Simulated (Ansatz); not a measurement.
Rocksalt AgCl, relaxed with r2SCAN, was run in the plane-wave code Ansatz under altered settings. All numbers are computed, without spin polarisation but where a row says otherwise.

```
CELL_PARAMETERS angstrom
0.00000 2.77318 2.77318
2.77318 0.00000 2.77318
2.77318 2.77318 0.00000
ATOMIC_POSITIONS crystal
Ag 0.00000 0.00000 0.00000
Cl 0.50000 0.50000 0.50000
```

The base run's other keys:
```yaml
kpoints:
  mp_grid: { grid: [4, 4, 4] }
hamiltonian:
  xc: hse06
scf:
  occupations: { method: fixed }
  n_extra_bands: 4
```

It takes 12 iterations with 869 plane waves at 420 eV and 8 k points, and leaves a mean stress of +1.50 GPa. The gap over this mesh is 2.417 eV.

Outcomes, with energy and stress as changes against the base:
```
                                  setting    outcome  ΔF (meV/atom)  Δ mean stress (GPa)  gap on the mesh (eV)  iterations
PBE hybrid, exx coeff -0.2, omega 0.1 1/Å    refused              –                    –                     –           –
   PBE hybrid, exx coeff 0.75, unscreened  converged              –                 -0.9                 7.855          17
        scf.exx.singularity: wigner_seitz  converged            0.0                  0.0                 2.417          12
                scf.exx.max_outer_iter: 2  converged            0.0                  0.0                 2.417          14
  hamiltonian.pseudopotentials: ultrasoft    refused              –                    –                     –           –
            scf.occupations: gaussian 1.5  converged           -9.2                  0.0                 2.378          17
```
A dash marks a value that wasn't obtained or can't be compared. Stress is positive in compression.

- PBE hybrid, exx coeff -0.2, omega 0.1 1/Å. The program doesn't start. Error: invalid value for `hamiltonian.xc.exx.coeff`: must be finite and in (0, 1]; got -0.2
- PBE hybrid, exx coeff 0.75, unscreened. That is 75 % exact exchange, at all ranges, against HSE06's 25 % screened at 0.208 1/Å. The mean stress moves by -0.9 GPa and the gap on the mesh by +5.438 eV (to 7.855). Totals of different functionals aren't comparable.
- hamiltonian.pseudopotentials: ultrasoft. The input is refused before any iteration. Error: YAML parse error: line 13 column 29: unknown variant `uspp`, expected one of nc, nc_fr, paw, paw_fr, all_electron
- scf.occupations: gaussian 1.5. The free energy moves by -9.2 meV an atom, the mean stress by 0.0 GPa and the gap on the mesh by -0.039 eV (to 2.378). The term −TS is -41 meV an atom. A width of 1.5 eV moves electrons across a gap of 2.42 eV: this is no longer the ground state.

Within 1 meV an atom, 0.1 GPa and 0.005 eV of the base stay: scf.exx.singularity: wigner_seitz; scf.exx.max_outer_iter: 2.

Spin-orbit coupling is left out.

The stress of a hybrid is loosely converged in these runs.

The meshes of the hybrids are coarse, so their gaps aren't converged to the digits shown.
